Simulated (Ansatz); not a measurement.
NbN (rock salt, Fm-3m) at seven volumes, the program Ansatz at the PBEsol level (PAW), scaled uniformly. One row is withheld.

```json
[
 {"V (Å³/atom)": "9.560", "P (GPa)": "38.63"},
 {"V (Å³/atom)": "9.876", "P (GPa)": "23.61"},
 {"V (Å³/atom)": "10.191", "P (GPa)": "10.84"},
 {"V (Å³/atom)": "10.506", "P (GPa)": "-0.01"},
 {"V (Å³/atom)": "10.821", "P (GPa)": "?"},
 {"V (Å³/atom)": "11.136", "P (GPa)": "-17.10"},
 {"V (Å³/atom)": "11.451", "P (GPa)": "-23.77"}
]
```

Fit the shown pressures and predict the withheld one.

P = (3/2)B₀(x^(7/2) − x^(5/2))[1 + (3/4)(B′ − 4)(x − 1)] with x = (V₀/V)^(2/3). Least squares on the six rows gives V₀ = 10.506 Å³/atom, B₀ = 333 GPa, B′ = 4.37. At V = 10.821, x = 0.9805 and P = -9.22 GPa. The run itself gave -9.24 GPa.

The PBEsol relaxation kept the symmetry of its start. The run is not spin-polarised.

Potentials: the later of the program's two PAW sets.
